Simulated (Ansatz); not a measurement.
Tl2S:
```cif
data_S2Tl4
_chemical_formula_sum 'S2 Tl4'
_space_group_name_H-M_alt 'P 1'
_space_group_IT_number 1
_cell_length_a 5.28090
_cell_length_b 5.28090
_cell_length_c 6.75230
_cell_angle_alpha 90.000
_cell_angle_beta 90.000
_cell_angle_gamma 120.000
loop_
_space_group_symop_operation_xyz
  'x, y, z'
loop_
_atom_site_label
_atom_site_type_symbol
_atom_site_fract_x
_atom_site_fract_y
_atom_site_fract_z
_atom_site_occupancy
S1 S 0.33333 0.66667 0.25000 1
S2 S 0.66667 0.33333 0.75000 1
Tl1 Tl 0.00000 0.00000 0.00000 1
Tl2 Tl 0.00000 0.00000 0.50000 1
Tl3 Tl 0.66667 0.33333 0.25000 1
Tl4 Tl 0.33333 0.66667 0.75000 1
```

Relaxed with r²SCAN+D4.

### Question
Which orbitals make up the states near the band edges in plane-wave PAW r²SCAN+D4 (Ansatz code)?

### Answer
Top 1 eV of the valence band: S 3p 64 %, Tl 6s 22 %, Tl 6p 11 %. Bottom 1 eV of the conduction band: Tl 6p 63 %, S 3p 21 %, Tl 6s 7 %. Projections are on Löwdin-orthogonalised atomic valence shells; empty p or d shells of many metals are not among them.

### Question
Tabulate the density of states.

### Answer
States/eV per cell of 6 atoms, in 0.25 eV bins, energy from the valence-band maximum.

```
E (eV)  total  Tl 6p  S 3p  Tl 6s
------  -----  -----  ----  -----
-7.85    0.00   0.00  0.00   0.00
-7.60    0.18   0.03  0.02   0.12
-7.35    3.62   0.64  0.38   2.26
-7.10    3.77   0.55  0.34   2.39
-6.85    2.17   0.43  0.26   1.29
-6.60    1.78   0.38  0.25   1.04
-6.35    1.78   0.38  0.28   1.03
-6.10    2.41   0.50  0.39   1.41
-5.85    1.43   0.31  0.22   0.86
-5.60    1.26   0.27  0.17   0.78
-5.35    1.97   0.38  0.23   1.29
-5.10    3.06   0.54  0.30   2.12
-4.85    3.47   0.53  0.27   2.57
-4.60    2.00   0.28  0.16   1.50
-4.35    0.99   0.15  0.09   0.73
-4.10    0.76   0.11  0.06   0.57
-3.85    0.55   0.07  0.04   0.43
-3.60    0.39   0.04  0.03   0.32
-3.35    0.54   0.13  0.16   0.24
-3.10    1.19   0.43  0.61   0.13
-2.85    2.87   1.00  1.65   0.17
-2.60    4.82   1.42  2.97   0.35
-2.35    5.54   1.37  3.66   0.40
-2.10    5.45   0.99  3.85   0.49
-1.85    5.94   0.87  4.34   0.59
-1.60    6.76   0.69  5.47   0.47
-1.35    2.29   0.31  1.63   0.28
-1.10    2.50   0.35  1.73   0.33
-0.85    2.83   0.38  1.84   0.51
-0.60    3.08   0.36  1.93   0.68
-0.35    3.58   0.33  2.27   0.87
-0.10    1.00   0.06  0.65   0.27
0.15     0.00   0.00  0.00   0.00
0.40     0.15   0.09  0.03   0.01
0.65     0.89   0.56  0.17   0.08
0.90     1.87   1.19  0.40   0.14
1.15     2.58   1.60  0.59   0.18
1.40     2.26   1.57  0.34   0.17
1.65     2.84   1.99  0.44   0.19
1.90     3.16   2.24  0.57   0.15
2.15     3.88   2.69  0.82   0.14
2.40     3.88   2.72  0.80   0.13
2.65     3.02   2.24  0.51   0.10
2.90     3.37   2.58  0.48   0.11
3.15     4.89   3.50  0.94   0.18
3.40     5.50   3.86  1.00   0.28
3.65     3.00   2.17  0.35   0.25
3.90     1.58   1.21  0.15   0.09
4.15     1.57   1.19  0.16   0.10
4.40     2.24   1.68  0.19   0.17
4.65     2.54   1.95  0.22   0.15
4.90     3.26   2.50  0.30   0.20
5.15     3.40   2.58  0.29   0.23
```

Space group P6_3/mmc. The workflow started from an entry of the Crystallography Open Database (COD), which files this formula under 2 space groups. Its standing as an ambient phase is unchecked. Symmetry was held in the r²SCAN+D4 relaxation; whether a distortion lowers the energy is not shown. The volume moved by -39 % from the start of the relaxation. The volume fell by over 15 % from the filed cell, which may lack light atoms or belong to other conditions. Spin–orbit coupling is left out wherever it is not named.

Potentials: the later of the program's two PAW sets.
